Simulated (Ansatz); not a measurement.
NaCl (rock salt)

```
CELL_PARAMETERS angstrom
      0.00000     2.80387     2.80387
      2.80387     0.00000     2.80387
      2.80387     2.80387     0.00000
ATOMIC_POSITIONS crystal
  Na 0.00000 0.00000 0.00000
  Cl 0.50000 0.50000 0.50000
```

Equation-of-state scan: isotropic scaling of the cell above, V₀ being its volume. Symmetry pins the atoms to their sites.

Calculation: r2SCAN (plane waves to 500 eV, PAW, scalar-relativistic; Ansatz, a quantum-chemistry and plane-wave program). k mesh 10×10×10 (Γ-centred), Fermi-Dirac smearing 0.05 eV. E stands for the smeared free energy. Compression counts positive. NaCl was relaxed with its symmetry unable to fall. The zero of ΔE is the relaxed starting cell.

```
V (Å³/atom)  ΔE (meV/atom)
-----------  -------------
18.516            withheld
19.222                40.2
19.927                21.2
20.632                 8.8
21.338                 2.1
22.043                 0.0
22.749                 1.8
23.454                 6.9
24.159                14.6
24.865                24.6
25.570                36.4
```

Q: Fit a third-order Birch-Murnaghan form (E₀, V₀, B₀, B₀′ free) to the given rows and predict ΔE at V = 18.516.

A: Least squares on the 10 given rows: ΔE = E₀ + (9V₀B₀/16)·y²·[2 + (B₀′ − 4)y], y = (V₀/V)^(2/3) − 1, with V₀ = 22.046 Å³/atom, B₀ = 27.44 GPa (160.2 GPa = 1 eV/Å³; the term in eV is multiplied by 1000), B₀′ = 4.71, E₀ = 0.02 meV/atom; root-mean-square residual 0.03 meV/atom. At 18.516 the fit gives 67.5 meV/atom; the calculation gives 67.5 meV/atom, the same to the digits shown. For the pressure the fit gives 7.24 GPa against the computed 7.23 GPa.

(Under strain, the slope of the energy per volume gives the stress and its curvature an elastic modulus.)
